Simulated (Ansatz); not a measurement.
Li:
```
Li
1.0
   -1.68101     1.68101     1.68101
    1.68101    -1.68101     1.68101
    1.68101     1.68101    -1.68101
Li
1
Direct
  0.00000   0.00000   0.00000
```

Relaxed with LDA. Special points in fractions of this cell's reciprocal vectors: Γ (0.000, 0.000, 0.000); H (0.500, -0.500, 0.500); N (0.000, 0.000, 0.500); P (0.250, 0.250, 0.250).

Problem. List the band energies nearest the Fermi level at these points for DFT-LDA in the program Ansatz with PAW potentials.

Solution. In eV from the Fermi level; about four levels below and three above (degenerate sets whole), none deeper than 8.9 eV; … stands for higher levels left out; points with the same levels are listed once.

```csv
k,below,above
Γ,-3.61,…
H,–,5.63 5.63 5.63
N,–,0.18 3.48 10.62
P,–,3.45 3.45 3.45
```

Space group Im-3m (bcc (W type)). Symmetry was held in the LDA relaxation.

Potentials: the later of the program's two PAW sets.
